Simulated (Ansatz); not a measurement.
Input:

Zn3Ir in space group I4/mmm (No. 139; Zn on 4d, Zn on 2b, Ir on 2a), a = 3.6747 Å, b = 3.6747 Å, c = 8.0449 Å, α = 90.00°, β = 90.00°, γ = 90.00°; the cell used has 4 atoms.

This is the r²SCAN-relaxed structure.

All from r²SCAN in the plane-wave PAW code Ansatz, unless another level is named. Estimate the density of states at the Fermi level.

0.31 states/eV per atom (mean over ±0.08 eV).

And the formation energy from the elements (no fitted shifts)?

-0.26 eV/atom.

The workflow started from a Materials Project entry (that database holds measured and hypothetical structures alike); the Crystallography Open Database copy checked does not list it. With Zn and Ir taken as one species the cell has the higher symmetry Fm-3m, so it may be an ordered model of a mixed-site phase. Whether it is the stable phase at ambient conditions was not checked. Symmetry was held in the r²SCAN relaxation; whether a distortion lowers the energy is not shown. The run is not spin-polarised. Axis ratios of metals converge slowly with the k-mesh, so a and c are less sure than the volume. The references are the lowest solids computed at this level, not always the standard phases. Spin–orbit coupling is left out wherever it is not named.

Potentials: the later of the program's two PAW sets.
